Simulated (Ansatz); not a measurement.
The relaxed structure here is a generated cell of Hf3N4: the first start was made by a random draw of sites in a space group, and the end was not matched to a known phase here, so it may be hypothetical.

The end point of a relaxation of Hf3N4. Computed with PBEsol (plane waves to 420 eV, PAW, scalar-relativistic; Ansatz, a quantum-chemistry and plane-wave program).

```
CELL_PARAMETERS angstrom
      0.00000     3.62746     3.62746
      3.62746     0.00000     3.62746
      3.62746     3.62746     0.00000
ATOMIC_POSITIONS crystal
  Hf 0.50000 0.50000 0.50000
  Hf 0.00000 0.00000 0.00000
  Hf 0.75000 0.75000 0.75000
  N  0.52137 0.15954 0.15954
  N  0.15954 0.52137 0.15954
  N  0.15954 0.15954 0.52137
  N  0.15954 0.15954 0.15954
```

Task: Find the space group and the Wyckoff positions (tolerance 0.01 Å).

Result: Space group F-43m (No. 216); a = b = c = 7.2549 Å, α = β = γ = 90.00°

```csv
atom,site,symmetry,x,y,z
Hf,4b,-43m,0.5000,0.5000,0.5000
Hf,4a,-43m,0.0000,0.0000,0.0000
Hf,4c,-43m,0.2500,0.2500,0.2500
N,16e,.3m,0.8405,0.8405,0.8405
```

Task: Give the shortest distances between elements (the closest pairs, up to four, under 3.6 Å).

Result: N–N 1.86 Å; Hf–N 2.00 Å; Hf–Hf 3.14 Å.

- Volume per atom: 13.64 Å³
- Band gap: zero (metallic)

No spin polarisation in the result.

The run could not lose the symmetry of its start, so the end can be a saddle point.
